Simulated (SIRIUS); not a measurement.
A self-consistent single point of Ge₃PbSe₄ (Pm, 8 atoms in the cell; from Materials Project mp-1224389, changed as shown).

```
Ge3PbSe4
1.0
    4.59551     0.00000     0.00000
    0.00000     3.99623     0.00000
   -0.00929     0.00000    11.25249
Ge Pb Se
3 1 4
Direct
  0.12680   0.00000   0.87420
  0.62610   0.50000   0.63110
  0.87820   0.50000   0.12500
  0.40830   0.00000   0.38750
  0.50930   0.00000   0.13780
  0.98950   0.00000   0.65220
  0.49310   0.50000   0.84660
  0.96870   0.50000   0.34550
```

Level of theory: PBEsol, GBRV PBEsol ultrasoft pseudopotentials (plane waves; SIRIUS 7.12.0).

SIRIUS settings:

```
key                                                                      value
--------------------------------------  --------------------------------------
parameters.ngridk                                                        3 3 1
parameters.xc_functionals                 [XC_GGA_X_PBE_SOL, XC_GGA_C_PBE_SOL]
parameters.gk_cutoff                                              6.325 1/bohr
parameters.pw_cutoff                                             14.143 1/bohr
parameters.smearing                                                   gaussian
parameters.smearing_width                                       0.000367493 Ha
potentials                              GBRV PBEsol ultrasoft pseudopotentials
parameters.electronic_structure_method                         pseudopotential
parameters.num_bands                                                        48
parameters.num_mag_dims                                                      0
parameters.num_dft_iter                                                    100
parameters.energy_tol                                                 1e-07 Ha
parameters.density_tol                                                   1e-06
mixer.type                                                            anderson
mixer.beta                                                                 0.5
mixer.use_hartree                                                        false
```

Results:

| Item | Value |
|---|---|
| Number of valence electrons | 80 |
| Number of bands | 48 |
| Number of k-points after the program's reduction | 4 |
| Number of plane waves (most at a k-point) | 5993 |
| Number of SCF iterations | 36 |
| FFT grid | 45 × 36 × 100 |
| Free energy E − TS | -13289.9995 eV |
| Pressure | -1.41 GPa |
| Largest force (vector length) | 0.500 eV/Å |

Forces (eV/Å):
```csv
atom,Fx,Fy,Fz
Ge1,0.254,0.000,-0.071
Ge2,0.288,0.000,0.126
Ge3,-0.172,0.000,0.060
Pb4,-0.049,0.000,-0.060
Se5,0.323,0.000,-0.381
Se6,-0.368,0.000,-0.119
Se7,-0.342,0.000,0.184
Se8,0.065,0.000,0.261
```

Stress (GPa, positive for compression):
```
-3.20   0.00  -0.02
 0.00  -1.23   0.00
-0.02   0.00   0.20
```

For comparison: a first run was changed to give this one (lattice vector c scaled by 0.98), and from it to this one the free energy drops by 2.5 meV/atom, the pressure goes from -2.34 to -1.41 GPa and the largest force goes from 0.416 to 0.500 eV/Å.

Spin-orbit coupling is left out, which matters for bands and gaps with elements this heavy. The structure comes from a collection of computed structures, made at another level of theory; the collection holds predicted forms beside known ones.

Cost on one core: about 120 core-seconds (a rough figure).
